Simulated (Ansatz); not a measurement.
Values for one crystal, relaxed and computed with plane-wave PAW r²SCAN (Ansatz code); other levels are named.

```yaml
volume_per_atom: 10.78 Å³
band_gap: 6.00 eV (indirect)
valence_band_maximum: at Γ
HSE06 gap on the r²SCAN cell: 7.24 eV
hole_effective_mass: 1.6 along x (mₑ)
Electron effective mass with spin–orbit coupling: 1.4, 7.2, 30 mₑ (principal values)
Formation energy from the elements (no fitted shifts): -3424 meV/atom
```

### Question
Pick the material that matches.
A. BiClO, P4/nmm (Bi on 2c, Cl on 2c, O on 2a)
B. SiO2, R-3m (Si on 3a, O on 6c)
C. HfSiO4, I4_1/amd (O on 16h, Si on 4b, Hf on 4a)
D. BPO4, I-4 (B on 2d, P on 2a, O on 8g)

### Answer
C, HfSiO4, I4_1/amd (O on 16h, Si on 4b, Hf on 4a)

Symmetry was held in the r²SCAN relaxation. No spin polarisation was allowed. The references are the lowest solids computed at this level, not always the standard phases (solids in place of the gases). Scalar-relativistic: spin–orbit coupling is off unless named, which matters more the heavier the elements.

Potentials: the later of the program's two PAW sets.
